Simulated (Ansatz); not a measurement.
ScAl3:
```cif
data_Al6Sc2
_chemical_formula_sum 'Sc2 Al6'
_space_group_name_H-M_alt 'I4/mmm'
_space_group_IT_number 139
_space_group_name_Hall '-I 4 2'
_cell_length_a 3.95238
_cell_length_b 3.95238
_cell_length_c 8.66401
_cell_angle_alpha 90.000
_cell_angle_beta 90.000
_cell_angle_gamma 90.000
loop_
_atom_site_label
_atom_site_type_symbol
_atom_site_symmetry_multiplicity
_atom_site_Wyckoff_symbol
_atom_site_fract_x
_atom_site_fract_y
_atom_site_fract_z
_atom_site_occupancy
Sc1 Sc 2 a 0.00000 0.00000 0.00000 1
Al1 Al 4 d 0.00000 0.50000 0.25000 1
Al2 Al 2 b 0.00000 0.00000 0.50000 1
```
(The calculation used a cell of 4 atoms; values per cell refer to that cell.)

Relaxed at zero pressure with plane-wave PAW LDA (Ansatz code).

Problem. The volume is lowered by 3 % and shape and atoms relax at that volume. What pressure results, and how do the axes share the change?

Solution. 3.0 GPa; a -0.9 %, b -0.9 %, c -1.1 %; the energy rises by 5 meV/atom.

Problem. Give the new structure.

Solution. 
Space group I4/mmm (No. 139); a = b = 3.915 Å, c = 8.566 Å, α = β = γ = 90.00°

| atom | site | symmetry | x | y | z |
|---|---|---|---|---|---|
| Sc | 2a | 4/mmm | 0.0000 | 0.0000 | 0.0000 |
| Al | 4d | -4m2 | 0.0000 | 0.5000 | 0.2500 |
| Al | 2b | 4/mmm | 0.0000 | 0.0000 | 0.5000 |

The phase is kept; no other phase was compared at this pressure.

The workflow started from a Materials Project entry (that database holds measured and hypothetical structures alike); the Crystallography Open Database copy checked does not list it. Whether it is the stable phase at ambient conditions was not checked. The LDA relaxation kept the symmetry of its start; its stability against distortions is not shown here. The run is not spin-polarised. Axis ratios of metals converge slowly with the k-mesh, so a and c are less sure than the volume.

Potentials: the later of the program's two PAW sets.
